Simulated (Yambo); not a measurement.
G0W0@PBEsol for Cs₂Pt (space group P6_3/mmc, No. 194) in Yambo. Reference settings: 3×3×1 Γ-centred k mesh, bands 9 to 245 and a 6 Ry block in the screening, 245 bands in G with the Bruneval-Gonze terminator, plasmon pole fitted at 27.2 eV. The PBEsol gap Γ → Γ on this mesh is 1.86 eV; G0W0 gaps are taken between the same points.

The settings were changed. The gap went from 2.54 eV to 2.34 eV, and the shift of the valence edge from -0.22 eV to 0.60 eV.

Problem. Which change was made?
A) 97 bands in G, no terminator
B) 161 bands in G
C) 3 Ry block
D) 161 bands in W, 161 bands in G

Solution. A, 97 bands in G, no terminator. The others gave (gap, valence shift): 161 bands in W, 161 bands in G: 2.55, -0.08 eV; 161 bands in G: 2.53, -0.18 eV; 3 Ry block: 2.50, -0.16 eV.

Spin-orbit coupling is not included.

Geometry of the Materials Project entry, not relaxed at this level; primitive cell a = b = 5.8071 Å, c = 7.8973 Å, α = β = 90.00°, γ = 120.00°.

The structure is a Materials Project entry; no match was found in the copy of COD used, and its stability was not checked.

A shift is the quasiparticle energy of the state minus its PBEsol energy.
